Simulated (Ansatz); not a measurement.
SnO$_{2}$ (rutile)

```yaml
crystal:
  lattice:
    - [4.76919, 0.00000, 0.00000]
    - [0.00000, 4.76919, 0.00000]
    - [0.00000, 0.00000, 3.21201]
  atoms:
    - { symbol: Sn, position: [0.00000, 0.00000, 0.00000] }
    - { symbol: Sn, position: [0.50000, 0.50000, 0.50000] }
    - { symbol: O, position: [0.30628, 0.30628, 0.00000] }
    - { symbol: O, position: [0.80628, 0.19372, 0.50000] }
    - { symbol: O, position: [0.19372, 0.80628, 0.50000] }
    - { symbol: O, position: [0.69372, 0.69372, 0.00000] }
```

In each cell atom 3 (O, nearest neighbour Sn at 2.066 Å; its periodic images, 3.2 Å or more away, move with it) moves by s·(0.707, 0.707, 0.000) (along Cartesian [110]), the rest being held.

These are PBEsol (plane waves to 420 eV, PAW, scalar-relativistic; Ansatz, an electronic-structure program) values and carry that method's errors. k mesh 6×6×8 (Γ-centred), Fermi-Dirac smearing 0.05 eV. Energies are smeared free energies. Left out: 1 of 11 points, with atoms too close for the PAW data. SnO2 was relaxed with its symmetry unable to fall. The zero of ΔE is the undisplaced structure.

```tsv
s (Å)	ΔE (meV/cell)
-0.496	withheld
-0.372	2103
-0.248	807
-0.124	181
0.000	0
0.124	162
0.248	634
0.372	1419
0.496	2534
0.620	3990
```

### Question
Fit a polynomial form (powers 2, 3, 4) to the given rows and predict ΔE at s = -0.496.

### Answer
Least squares on the 9 given rows: ΔE = (11690)·s² + (-6498)·s³ + (7129)·s⁴, in meV/cell with s in Å; root-mean-square residual 16.6 meV/cell. At -0.496 the fit gives 4100 meV/cell; the calculation gives 4505 meV/cell, so the extrapolation is off by -405 (-9.0 %). The quadratic term alone would give 2876 meV/cell.

(A displaced cell: forces are minus the slopes of the energy, force constants its curvatures, and phonons follow from these.)
